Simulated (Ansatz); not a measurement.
ZrTa (L1₀ or tetragonal B2, P4/mmm), r²SCAN (plane waves, PAW; program Ansatz), all energies at zero smearing, with the estimated change up to a 700 eV cutoff added, with one set of potentials and settings (totals compare only within such a set). Cell of 2 atoms (1 Ta, 1 Zr): -14138.895 eV.

```json
[
 {"element": "Ta", "reference phase": "Im-3m, 1 atoms in the cell", "E (eV/atom)": "-9944.3222"},
 {"element": "Zr", "reference phase": "P6_3/mmc, 2 atoms in the cell", "E (eV/atom)": "-4195.0260"}
]
```

Formation energy per atom, worked out: (-14138.895 − 1×(-9944.3222) − 1×(-4195.0260))/2 = 0.227 eV/atom (22 kJ per mol of atoms), at 0 K, without zero-point energy or fitted corrections.

The start of the workflow was typed in or built on a structure type; neither database checked (COD, Materials Project) lists it. Its standing as an ambient phase is unchecked. Symmetry was held in the r²SCAN relaxation; its stability against distortions is not shown here. No spin polarisation was allowed. Its formation energy is positive at this level, so the cell may be metastable or incomplete. The references are the lowest solids computed at this level, not always the standard phases. Scalar-relativistic: spin–orbit coupling is off unless named, which matters more the heavier the elements.

Potentials: the later of the program's two PAW sets.
